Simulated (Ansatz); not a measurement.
AlNi:
```xyz
2
Lattice="2.8630 0.0000 0.0000 0.0000 2.8630 0.0000 0.0000 0.0000 2.8640" Properties=species:S:1:pos:R:3 pbc="T T T"
Al     0.0000     0.0000     0.0000
Ni     1.4315     1.4315     1.4320
```

Relaxed with r²SCAN.

Question: Tabulate the valence density and the electron localisation function along the shortest Al–Ni contact (2.48 Å), the program Ansatz at the r²SCAN level (PAW).

Answer: 

```csv
distance from Al (Å),density (e/Å³),ELF
0.25,0.06,0.07
0.37,0.07,0.01
0.50,0.09,0.02
0.62,0.14,0.09
0.74,0.19,0.27
0.87,0.23,0.43
0.99,0.26,0.50
1.12,0.28,0.48
1.24,0.30,0.40
1.36,0.36,0.29
1.49,0.46,0.22
1.61,0.73,0.21
1.74,1.50,0.24
1.86,3.47,0.29
1.98,8.18,0.37
2.11,18.16,0.47
2.23,34.69,0.59
```

The density is the valence pseudo-density with augmentation charge, so density and ELF within about 1 Å of a nucleus are not all-electron values.

Space group Pm-3m (CsCl type). The r²SCAN relaxation kept the symmetry of its start; of distortions, only those at the zone centre were tested. No spin polarisation was allowed.

Potentials: the later of the program's two PAW sets.
